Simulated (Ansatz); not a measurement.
WC (zinc blende, F-43m) at seven volumes, PBEsol in the plane-wave PAW code Ansatz, scaled uniformly. One row is withheld.

| V (Å³/atom) | P (GPa) |
|---|---|
| 11.514 | 31.91 |
| 11.894 | 19.60 |
| 12.274 | 9.05 |
| 12.653 | 0.01 |
| 13.033 | ? |
| 13.412 | -14.42 |
| 13.792 | -20.12 |

### Question
Fit the shown pressures and predict the withheld one.

### Answer
Third-order Birch–Murnaghan: P = (3/2)B₀(x^(7/2) − x^(5/2))[1 + (3/4)(B′ − 4)(x − 1)] with x = (V₀/V)^(2/3). Least squares on the six rows gives V₀ = 12.654 Å³/atom, B₀ = 278.7 GPa, B′ = 4.09. At V = 13.033, x = 0.9805 and P = -7.74 GPa. The run itself gave -7.76 GPa.

The start of the workflow was typed in or built on a structure type; neither database checked (COD, Materials Project) lists it. It is not the phase usual at ambient conditions (space group No. 187). The PBEsol relaxation kept the symmetry of its start; its stability against distortions is not shown here. The run is not spin-polarised. Its formation energy is positive at this level, so the cell may be metastable or incomplete. Spin–orbit coupling is left out wherever it is not named.

Potentials: the later of the program's two PAW sets.
